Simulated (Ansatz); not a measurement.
Method: DFT r2SCAN, scalar-relativistic, plane waves, PAW in Ansatz.

Structure of BiPt:

```yaml
crystal:
  lattice:
    - [4.38014, 0.00000, 0.00000]
    - [-2.19007, 3.79332, 0.00000]
    - [0.00000, 0.00000, 5.53869]
  atoms:
    - { symbol: Bi, position: [0.33333, 0.66667, 0.25000] }
    - { symbol: Bi, position: [0.66667, 0.33333, 0.75000] }
    - { symbol: Pt, position: [0.00000, 0.00000, 0.00000] }
    - { symbol: Pt, position: [0.00000, 0.00000, 0.50000] }
```

Cutoff 500 eV; k points 12×12×8 on the computed 4-atom cell (Γ-centred); Gaussian smearing, width 0.10 eV; no spin polarisation.

Levels along Γ–M–K–Γ–A–L–H–A | L–M | H–K, in eV from the Fermi level, sorted by energy at each point. Points in fractions of the primitive reciprocal vectors: Γ (0.000 0.000 0.000), M (0.500 0.000 0.000), K (0.333 0.333 0.000), A (0.000 0.000 0.500), L (0.500 0.000 0.500), H (0.333 0.333 0.500).
```
point k (1/Å, with 2π) band 29  band 30  band 31  band 32  band 33  band 34  band 35
    Γ             0.000    -1.77    -1.77     0.22     0.22     1.06     1.84     2.53
    -             0.118    -1.78    -1.77    -0.51     0.10     1.01     2.15     2.60
    -             0.237    -1.80    -1.77    -1.56    -0.24     0.86     1.58     2.95
    -             0.355    -2.41    -1.82    -1.76    -0.74     0.54     0.92     2.86
    -             0.473    -2.86    -1.85    -1.76    -1.30     0.00     0.22     2.61
    -             0.592    -2.80    -1.87    -1.86    -1.76    -0.77    -0.49     2.39
    -             0.710    -2.76    -2.37    -1.88    -1.75    -1.64    -1.13     2.27
    M             0.828    -2.65    -2.59    -2.40    -1.88    -1.75    -1.47     2.23
    -             0.896    -2.65    -2.40    -2.37    -1.88    -1.75    -1.33     2.18
    -             0.965    -2.52    -2.40    -2.08    -1.88    -1.75    -1.03     2.01
    -             1.033    -2.40    -2.32    -1.87    -1.84    -1.66    -0.67     1.70
    -             1.101    -2.41    -2.09    -1.86    -1.80    -1.35    -0.34     1.26
    -             1.170    -2.41    -1.85    -1.85    -1.81    -0.98    -0.04     0.76
    -             1.238    -2.41    -1.84    -1.82    -1.65    -0.60     0.20     0.26
    K             1.306    -2.40    -1.83    -1.83    -1.56    -0.20    -0.20     0.40
    -             1.443    -2.45    -1.87    -1.85    -1.81    -0.72     0.48     0.63
    -             1.580    -2.61    -2.04    -1.85    -1.78    -0.58     0.98     1.09
    -             1.716    -2.76    -1.85    -1.77    -1.65    -0.09     1.43     1.52
    -             1.853    -2.79    -1.83    -1.77    -1.07     0.42     1.70     2.05
    -             1.989    -1.88    -1.81    -1.77    -0.44     0.79     1.88     2.56
    -             2.126    -1.78    -1.77    -0.67     0.05     1.00     2.19     2.57
    Γ             2.263    -1.77    -1.77     0.22     0.22     1.06     1.84     2.53
    -             2.344    -1.85    -1.85     0.33     0.33     0.85     1.57     2.71
    -             2.425    -2.05    -2.05     0.37     0.59     0.59     1.02     3.11
    -             2.506    -2.29    -2.29    -0.19     0.41     0.94     0.94     3.33
    -             2.587    -2.54    -2.54    -0.77    -0.23     1.33     1.33     3.19
    -             2.668    -2.77    -2.77    -1.29    -0.84     1.72     1.72     3.00
    -             2.749    -3.00    -3.00    -1.65    -1.36     2.10     2.10     2.75
    A             2.830    -3.22    -3.22    -1.68    -1.68     2.44     2.44     2.44
    -             2.948    -3.21    -3.21    -1.56    -1.56     2.08     2.08     2.32
    -             3.067    -3.19    -3.19    -1.30    -1.30     1.34     1.34     2.01
    -             3.185    -3.15    -3.15    -1.22    -1.22     0.80     0.80     1.63
    -             3.303    -3.09    -3.09    -1.58    -1.58     0.77     0.77     1.25
    -             3.421    -3.02    -3.02    -2.12    -2.12     0.94     0.94     0.99
    -             3.540    -2.97    -2.97    -2.57    -2.57     0.73     0.73     1.18
    L             3.658    -2.95    -2.95    -2.79    -2.79     0.66     0.66     1.25
    -             3.726    -2.96    -2.96    -2.76    -2.76     0.28     0.28     1.67
    -             3.795    -2.98    -2.98    -2.67    -2.67    -0.22    -0.22     2.33
    -             3.863    -3.01    -3.01    -2.55    -2.55    -0.68    -0.68     3.00
    -             3.931    -3.05    -3.05    -2.43    -2.43    -1.05    -1.05     3.65
    -             4.000    -3.08    -3.08    -2.30    -2.30    -1.33    -1.33     4.18
    -             4.068    -3.10    -3.10    -2.20    -2.20    -1.53    -1.53     4.51
    H             4.136    -3.11    -3.11    -2.16    -2.16    -1.59    -1.59     4.61
    -             4.273    -3.05    -3.05    -2.24    -2.24    -1.41    -1.41     4.21
    -             4.410    -2.95    -2.95    -2.15    -2.15    -1.05    -1.05     3.36
    -             4.546    -3.02    -3.02    -1.65    -1.65    -0.59    -0.59     2.55
    -             4.683    -3.12    -3.12    -1.20    -1.20     0.06     0.06     2.04
    -             4.819    -3.18    -3.18    -1.22    -1.22     1.00     1.00     2.01
    -             4.956    -3.21    -3.21    -1.52    -1.52     1.96     1.96     2.29
    A             5.093    -3.22    -3.22    -1.68    -1.68     2.44     2.44     2.44
    L             5.093    -2.95    -2.95    -2.79    -2.79     0.66     0.66     1.25
    -             5.174    -2.94    -2.88    -2.87    -2.62     0.17     0.83     1.19
    -             5.255    -3.05    -2.78    -2.66    -2.40    -0.28     0.39     1.75
    -             5.336    -3.08    -2.71    -2.48    -2.17    -0.70    -0.07     2.35
    -             5.417    -3.01    -2.65    -2.35    -1.98    -1.08    -0.53     2.57
    -             5.498    -2.86    -2.61    -2.30    -1.90    -1.40    -0.97     2.38
    -             5.579    -2.68    -2.60    -2.33    -1.88    -1.65    -1.32     2.27
    M             5.660    -2.65    -2.59    -2.40    -1.88    -1.75    -1.47     2.23
    H             5.660    -3.11    -3.11    -2.16    -2.16    -1.59    -1.59     4.61
    -             5.741    -3.10    -2.99    -2.15    -2.15    -1.56    -1.56     4.24
    -             5.822    -3.06    -2.66    -2.13    -2.13    -1.46    -1.46     3.52
    -             5.903    -3.02    -2.34    -2.08    -2.08    -1.31    -1.31     2.76
    -             5.984    -3.00    -2.05    -2.00    -2.00    -1.09    -1.09     2.02
    -             6.065    -2.78    -1.92    -1.92    -1.80    -0.81    -0.81     1.34
    -             6.146    -2.50    -1.85    -1.85    -1.62    -0.46    -0.46     0.74
    K             6.227    -2.40    -1.83    -1.83    -1.56    -0.20    -0.20     0.40
```

Spin-orbit coupling is left out, which matters for the bands of heavy elements.

Cost: 1 run of about 2.6 core-minutes, on Arm Neoverse V2 (shared hosts).